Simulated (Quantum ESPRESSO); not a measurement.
Band energies of WO3

```
CELL_PARAMETERS angstrom
      7.72025     0.00000     0.00000
      0.00000     3.85969     0.00000
      0.00000     0.00000     3.86677
ATOMIC_POSITIONS crystal
  O  0.25000 0.50000 0.01034
  O  0.75000 0.50000 0.98966
  O  0.75000 0.00000 0.49664
  O  0.25000 0.00000 0.50336
  O  0.50000 0.00000 0.00000
  O  0.00000 0.00000 0.00000
  W  0.75000 0.00000 0.01078
  W  0.25000 0.00000 0.98922
```

norm-conserving PBEsol (Quantum ESPRESSO, 84 Ry, scalar-relativistic); path ΓXSYΓZURTZ,YT,UX,SR; energies in eV from the valence-band maximum.

```
k (1/Å)  point  band 28  band 29  band 30  band 31  band 32  band 33  band 34  band 35
-------  -----  -------  -------  -------  -------  -------  -------  -------  -------
0.00         Γ    -1.12    -1.09    -1.08    -1.08    -1.04     0.54     0.62     0.79
0.20              -1.25    -1.17    -1.16    -1.09    -1.07     0.62     1.26     1.33
0.61              -1.78    -1.37    -1.07    -1.06    -0.14     0.64     3.43     3.44
0.81         X    -1.84    -1.41    -1.07    -1.06    -0.01     0.65     3.83     3.84
1.02              -1.34    -1.30    -1.25    -1.15    -0.01     1.32     3.83     3.96
1.42              -1.74    -0.17    -0.17    -0.16     0.00     3.45     3.84     4.85
1.63         S    -1.80    -0.04    -0.03    -0.03     0.00     3.84     3.85     5.11
1.83              -1.75    -0.17    -0.16    -0.14    -0.03     3.45     3.85     4.84
2.24              -1.33    -1.30    -1.28    -1.13    -0.04     1.29     3.83     3.96
2.44         Y    -1.80    -1.38    -1.04    -1.03    -0.04     0.59     3.83     3.86
2.64              -1.75    -1.34    -1.04    -1.04    -0.17     0.58     3.44     3.48
3.05              -1.32    -1.15    -1.11    -1.06    -1.05     0.55     1.29     1.40
3.25         Γ    -1.12    -1.09    -1.08    -1.08    -1.04     0.54     0.62     0.79
3.46              -1.27    -1.26    -1.16    -1.10    -1.09     0.79     0.82     1.26
3.66         Z    -1.26    -1.25    -1.25    -1.10    -1.10     0.81     0.81     2.45
3.82              -1.58    -1.17    -1.17    -1.10    -1.10     1.16     1.16     2.48
4.15              -1.73    -1.62    -1.62    -0.63    -0.63     2.48     2.48     2.91
4.47         U    -1.91    -1.59    -1.59    -0.55    -0.55     2.50     2.50     3.85
4.64              -1.55    -1.29    -1.29    -0.54    -0.54     2.63     2.63     3.92
4.96              -0.70    -0.65    -0.65    -0.34    -0.34     3.61     3.61     4.32
5.29         R    -0.60    -0.58    -0.58    -0.03    -0.03     4.35     4.35     4.36
5.61              -0.68    -0.67    -0.67    -0.34    -0.34     3.59     3.59     4.33
5.94              -1.54    -1.26    -1.26    -0.55    -0.55     2.60     2.60     3.93
6.10         T    -1.88    -1.57    -1.57    -0.56    -0.56     2.47     2.47     3.88
6.26              -1.84    -1.58    -1.58    -0.58    -0.58     2.47     2.47     3.63
6.59              -1.66    -1.52    -1.52    -0.83    -0.83     2.06     2.06     2.47
6.91         Z    -1.26    -1.25    -1.25    -1.10    -1.10     0.81     0.81     2.45
6.91         Y    -1.80    -1.38    -1.04    -1.03    -0.04     0.59     3.83     3.86
7.12              -1.74    -1.51    -1.29    -1.13    -0.16     1.29     3.46     3.87
7.32         T    -1.88    -1.57    -1.57    -0.56    -0.56     2.47     2.47     3.88
7.32         U    -1.91    -1.59    -1.59    -0.55    -0.55     2.50     2.50     3.85
7.73         X    -1.84    -1.41    -1.07    -1.06    -0.01     0.65     3.83     3.84
7.73         S    -1.80    -0.04    -0.03    -0.03     0.00     3.84     3.85     5.11
7.86              -1.54    -0.09    -0.06    -0.04    -0.03     3.90     3.90     5.02
8.13         R    -0.60    -0.58    -0.58    -0.03    -0.03     4.35     4.35     4.36
```

The PBEsol gap is indirect, 0.54 eV, from S to Γ; the smallest direct gap is 0.62 eV.

Spin-orbit coupling is left out, which matters for elements this heavy: edges can move by tenths of an eV.

Geometry of the Materials Project entry, not relaxed at this level.

The structure is a Materials Project entry; no match was found in the copy of COD used, and its stability was not checked.

Letters of k points follow the standard setting of the lattice, whose axes may be ordered differently from the printed cell.
